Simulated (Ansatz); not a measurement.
A relaxed cell of SnSe2 (P-3m1 (No. 164)), relaxed on a k-mesh at least as fine as the one used below. Method: r2SCAN (plane waves to 500 eV, PAW, scalar-relativistic; Ansatz, a first-principles code). Γ-centred k-mesh 7×7×4 on the run's cell (coarser than for final values), Fermi–Dirac smearing 0.05 eV.

```xyz
3
Lattice="3.8405 0.0000 0.0000 -1.9202 3.3260 0.0000 0.0000 0.0000 6.5251" Properties=species:S:1:pos:R:3 pbc="T T T"
Sn     0.0000     0.0000     0.0000
Se     0.0000     2.2173     1.5741
Se     1.9202     1.1087     4.9511
```

The atoms are displaced by (Å):

```
atom      ux     uy      uz
----  ------  -----  ------
Sn1    0.161  0.399   0.717
Se2    0.162  0.651  -1.054
Se3   -0.533  0.171  -0.118
```

Q: What forces (eV/Å) and pressure result?

A: 
```
atom     Fx     Fy     Fz
----  -----  -----  -----
Sn1    0.48   6.37   1.17
Se2   -0.05  -6.48  -1.10
Se3   -0.43   0.10  -0.07
```

Pressure +33.7 GPa.

Q: Estimate the energy cost of the displacement in the harmonic approximation and compare with the calculation.

A: For a harmonic well ΔE = −½ Σ F·u = -0.322 eV a cell, or -107 meV/atom. The calculated energy relative to the undisplaced cell is +2.55 eV/atom, so anharmonic terms matter at this amplitude.

No spin polarisation in the result.

The run that gave the undisplaced cell could not lose the symmetry of its start.
